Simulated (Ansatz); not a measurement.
SnPbS₂:
Space group R-3m, hexagonal axes (No. 166); a = b = 4.116 Å, c = 20.173 Å, α = β = 90.00°, γ = 120.00°

```tsv
atom	site	symmetry	x	y	z
Sn	3b	-3m	0.0000	0.0000	0.5000
Pb	3a	-3m	0.0000	0.0000	0.0000
S	6c	3m	0.0000	0.0000	0.2470
```
(The calculation used a cell of 4 atoms; values per cell refer to that cell.)

Relaxed with PBEsol. The program Ansatz at the PBEsol level (PAW) gives no gap.

Question: What gap does HSE06 give on the same cell (Ansatz, PAW)?

Answer: 0.05 eV. The hybrid was solved on a coarser mesh and at special points; its gap is the smallest among all of these. On such a mesh it can open a false gap in a semimetal.

| k | v1 PBEsol | c1 PBEsol | v1 HSE06 | c1 HSE06 |
|---|---|---|---|---|
| Γ | -0.10 | 0.23 | -0.02 | 0.05 |
| T | -1.23 | 1.80 | ? | ? |
| L | -2.20 | 2.44 | ? | ? |
| F | -0.11 | 0.25 | 0.00 | 0.05 |
| S0 | -1.09 | 1.35 | ? | ? |
| H0 | -1.56 | 2.01 | ? | ? |

Question: Top valence (v1) and lowest conduction level (c1) in eV from each method's valence maximum (which need not be a listed point): supply the withheld HSE06 values.

Answer: 
- S0, v1 HSE06: -1.55
- S0, c1 HSE06: 1.57
- T, v1 HSE06: -1.57
- T, c1 HSE06: 2.05
- L, v1 HSE06: -2.67
- L, c1 HSE06: 2.72
- H0, v1 HSE06: -1.99
- H0, c1 HSE06: 2.25

Cost on shared cores: the PBEsol run (SCF on a 12×12×12 mesh, then bands and DOS) around 100 core-seconds (rough), the HSE06 run (SCF on 6×6×6, then a few points) around 8 core-minutes (rough); the tasks are unlike.

The workflow started from a Materials Project entry (that database holds measured and hypothetical structures alike); the Crystallography Open Database copy checked does not list it. With Sn and Pb taken as one species the cell has the higher symmetry Fm-3m, so it may be an ordered model of a mixed-site phase. Whether it is the stable phase at ambient conditions was not checked. The PBEsol relaxation kept the symmetry of its start; of distortions, only those at the zone centre were tested. Scalar-relativistic: spin–orbit coupling is off unless named, which matters more the heavier the elements.

Potentials: the later of the program's two PAW sets.
